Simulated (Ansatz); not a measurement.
NiSi (MnP type, space group Pnma)

```xyz
8
Lattice="5.1046 0.0000 0.0000 0.0000 3.3601 0.0000 0.0000 0.0000 5.5039" Properties=species:S:1:pos:R:3 pbc="T T T"
Ni     2.6004     0.8400     3.7807
Ni     0.0481     0.8400     4.4752
Ni     2.5042     2.5201     1.7233
Ni     5.0564     2.5201     1.0287
Si     3.4647     0.8400     0.4800
Si     0.9125     0.8400     2.2720
Si     1.6398     2.5201     5.0239
Si     4.1921     2.5201     3.2320
```

The slice is a (100) plane (indices of the conventional cell) through the point (0.491, 0.750, 0.313) (fractional), spanned by u = [010] and v = [001] in vectors of this cell: u (3.36 Å) and v (5.50 Å, at 90° to u). It covers one period; positions are fractions (u, v).

These are PBEsol (plane waves to 420 eV, PAW, scalar-relativistic; Ansatz, a program for electronic structure) values and carry that method's errors. k mesh 9×14×9. These are valence fields of a PAW run, semicore shells included where kept as valence: close to a nucleus they are smooth pseudo fields. NiSi is run without spin polarisation. NiSi was relaxed with its symmetry unable to fall.

Q: Predict the map of the electron localisation function (ELF) on the slice.

A: 
```
v \ u  0.00  0.10  0.20  0.30  0.40  0.50  0.60  0.70  0.80  0.90
-----  ----  ----  ----  ----  ----  ----  ----  ----  ----  ----
0.94      x     x  0.24  0.26  0.41  0.43  0.41  0.26  0.24     x
0.84   0.22  0.22  0.32  0.54  0.58  0.54  0.58  0.54  0.32  0.22
0.75   0.55  0.55  0.57  0.59  0.54  0.47  0.54  0.59  0.57  0.55
0.66   0.53  0.58  0.62  0.58  0.55  0.54  0.55  0.58  0.62  0.58
0.56   0.53  0.62  0.64  0.47  0.30  0.26  0.30  0.47  0.64  0.62
0.47   0.56  0.56  0.39  0.23  0.27  0.35  0.27  0.23  0.39  0.56
0.38   0.32  0.29  0.19  0.27     x     x     x  0.27  0.19  0.29
0.28   0.28  0.27  0.19  0.18  0.28  0.35  0.28  0.18  0.19  0.27
0.19   0.16  0.18  0.28  0.29  0.19  0.17  0.19  0.29  0.28  0.18
0.09   0.36  0.28  0.17  0.20  0.30  0.31  0.30  0.20  0.17  0.28
0.00      x     x  0.28  0.19  0.28  0.31  0.28  0.19  0.28     x
```

Values: electron localisation function (ELF). Points within 0.5 Å of a nucleus are blanked (x), as the pseudised field means little there.
